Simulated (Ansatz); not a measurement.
HfO₂:
```
HfO2
1.0
    5.24721     0.00000     0.00000
    0.00000     5.03079     0.00000
    0.00000     0.00000     5.05975
Hf O
4 8
Direct
  0.03245   0.26701   0.24110
  0.96755   0.73299   0.74110
  0.46755   0.26701   0.74110
  0.53245   0.73299   0.24110
  0.36707   0.06999   0.38075
  0.63293   0.93001   0.88075
  0.13293   0.06999   0.88075
  0.86707   0.93001   0.38075
  0.73212   0.46114   0.49115
  0.26788   0.53886   0.99115
  0.76788   0.46114   0.99115
  0.23212   0.53886   0.49115
```

Tensor components refer to the Cartesian frame of this cell.

**Question.** Give the proper piezoelectric stress tensor with relaxed ions from r²SCAN (plane waves, PAW; program Ansatz).

**Answer.** In C/m², rows x, y, z, Voigt columns; mesh uncertainty up to 0.00.
```
 0.00   0.00   0.00   0.00  -0.29   0.00
 0.00   0.00   0.00   0.63   0.00   0.00
-1.83  -1.46  -1.27   0.00   0.00   0.00
```

The elastic tensor of the same run (GPa):

```
 390   148   112   0.0   0.0   0.0
 148   418   134   0.0   0.0   0.0
 112   134   411   0.0   0.0   0.0
 0.0   0.0   0.0  97.3   0.0   0.0
 0.0   0.0   0.0   0.0  93.8   0.0
 0.0   0.0   0.0   0.0   0.0   137
```

**Question.** Convert to strain constants d = e·S.

**Answer.** In pC/N:
```
 0.0   0.0   0.0   0.0  -3.1   0.0
 0.0   0.0   0.0   6.4   0.0   0.0
-3.6  -1.7  -1.6   0.0   0.0   0.0
```

Space group Pca2_1. Symmetry was held in the r²SCAN relaxation. No spin polarisation was allowed. Scalar-relativistic: spin–orbit coupling is off unless named, which matters more the heavier the elements.

Potentials: the earlier of the program's two PAW sets.
